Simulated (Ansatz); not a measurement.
HfO₂ built on the fluorite prototype, relaxed with r2SCAN, was run in the plane-wave code Ansatz under altered settings. All numbers are computed, without spin polarisation but where a row says otherwise.

```
Hf O
1.0
     0.00000    2.52918    2.52918
     2.52918    0.00000    2.52918
     2.52918    2.52918    0.00000
Hf O
1 2
Direct
  0.00000 0.00000 0.00000
  0.25000 0.25000 0.25000
  0.75000 0.75000 0.75000
```

The base run's other keys:
```yaml
kpoints:
  mp_grid: { grid: [4, 4, 4] }
hamiltonian:
  xc: hse06
scf:
  occupations: { method: fixed }
  n_extra_bands: 4
```

It takes 17 iterations with 609 plane waves at 420 eV and 8 k points, and leaves a mean stress of -0.36 GPa. The gap over this mesh is 5.409 eV. It ran on 4 threads of Arm Neoverse N1, on a shared host.

Outcomes, with energy and stress as changes against the base:
```csv
setting,outcome,ΔF (meV/atom),Δ mean stress (GPa),gap on the mesh (eV),iterations,wall time
hamiltonian.xc: hiss,refused,–,–,–,–,4.2 s
scf.exx.singularity: wigner_seitz,converged,0.0,0.0,5.409,17,9.7 s
"PBE hybrid, exx coeff 0.75, omega 0.5 1/Å",converged,–,-8.9,6.756,22,12 s
"PBE hybrid, exx coeff 1.0, omega 0.1 1/Å",converged,–,-16.7,12.286,20,12 s
basis.ecutwfc: 250,"converged, warned",+1494,+2.2,5.398,17,6.8 s
```
A dash marks a value that wasn't obtained or can't be compared. Stress is positive in compression. The base took 9.6 s.

- hamiltonian.xc: hiss. The program doesn't start. Error: inconsistent input (scf.exx.singularity, hamiltonian.xc): left to auto with a screened hybrid — auto would keep the own limit of the kernel of several ranges that all end (none), and with it the interaction's periodic images, which move energies and levels by what the mesh and the cell leave; type `singularity […]
- PBE hybrid, exx coeff 0.75, omega 0.5 1/Å. That is 75 % exact exchange, screened with ω = 0.5 1/Å, against HSE06's 25 % screened at 0.208 1/Å. The mean stress moves by -8.9 GPa and the gap on the mesh by +1.347 eV (to 6.756). Totals of different functionals aren't comparable.
- PBE hybrid, exx coeff 1.0, omega 0.1 1/Å. That is 100 % exact exchange, screened with ω = 0.1 1/Å, against HSE06's 25 % screened at 0.208 1/Å. The mean stress moves by -16.7 GPa and the gap on the mesh by +6.877 eV (to 12.286). Totals of different functionals aren't comparable. The program warns that on this mesh the truncation of the exchange isn't bounded, so part of the change can be an error of the mesh.
- basis.ecutwfc: 250. 283 plane waves in place of 609. The free energy moves by +1494 meV an atom, the mean stress by +2.2 GPa and the gap on the mesh by -0.011 eV (to 5.398). The basis is too small: these are errors of the cutoff. Warned: cutoff below recommended.

Within 1 meV an atom, 0.1 GPa and 0.005 eV of the base stay: scf.exx.singularity: wigner_seitz.

No spin-orbit coupling is included; it can move band edges with weight on the heavy atoms by tenths of an eV.

The program warns that its thresholds are loose for a hybrid's stress.

The meshes of the hybrids are coarse, so their gaps aren't converged to the digits shown.
